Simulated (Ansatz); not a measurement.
Level of theory: DFT, LDA (PW92), plane waves (420 eV) with PAW, scalar-relativistic (Ansatz). (PAW data from PBE, frozen cores regenerated.)

An element in the hcp structure gives this curve. The cell is scaled uniformly from the relaxed one, with fractional coordinates and shape fixed. Energies are extrapolated to zero smearing, pressures are those at the given smearing. Magnetic state: spin not included.

| V (Å³/atom) | E − E₀ (meV/atom) | P (GPa) |
| --- | --- | --- |
| 28.873 | 42.8 | 4.05 |
| 30.186 | 17.0 | 2.47 |
| 31.498 | 3.3 | 1.11 |
| 32.811 | 0.2 | -0.08 |
| 34.123 | 6.2 | -1.12 |
| 35.436 | 20.4 | -2.04 |
| 36.748 | 41.5 | -2.83 |

Problem. Which element is it?
A. lanthanum
B. bismuth
C. gadolinium
D. ytterbium

Solution. A. Its fit is V₀ = 32.58 Å³/atom, B₀ = 29 GPa, B₀′ = 2.4.
